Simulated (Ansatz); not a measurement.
Consider the following.

SrTaO3:
```cif
data_O3SrTa
_chemical_formula_sum 'Sr1 Ta1 O3'
_space_group_name_H-M_alt 'Pm-3m'
_space_group_IT_number 221
_space_group_name_Hall '-P 4 2 3'
_cell_length_a 3.98383
_cell_length_b 3.98383
_cell_length_c 3.98383
_cell_angle_alpha 90.000
_cell_angle_beta 90.000
_cell_angle_gamma 90.000
loop_
_atom_site_label
_atom_site_type_symbol
_atom_site_symmetry_multiplicity
_atom_site_Wyckoff_symbol
_atom_site_fract_x
_atom_site_fract_y
_atom_site_fract_z
_atom_site_occupancy
Sr1 Sr 1 a 0.00000 0.00000 0.00000 1
Ta1 Ta 1 b 0.50000 0.50000 0.50000 1
O1 O 3 c 0.00000 0.50000 0.50000 1
```

This is the LDA-relaxed structure.

Q: All from LDA (plane waves, PAW; program Ansatz), unless another level is named. Give the Hill bulk and shear moduli.

A: 213 and 87.2 GPa.

Q: And the highest zone-centre frequency?

A: 82.5 meV.

The first step of the workflow began from a Materials Project structure, measured or hypothetical; the Crystallography Open Database copy checked does not list it. Whether it is the stable phase at ambient conditions was not checked. The cell was relaxed with LDA under the symmetry of its start; its stability against distortions is not shown here. No spin polarisation was allowed. As this level gives no gap, shear constants depend on the k-mesh and smearing (Fermi–Dirac, 0.1 eV here). Spin–orbit coupling is left out wherever it is not named.

Potentials: the later of the program's two PAW sets.
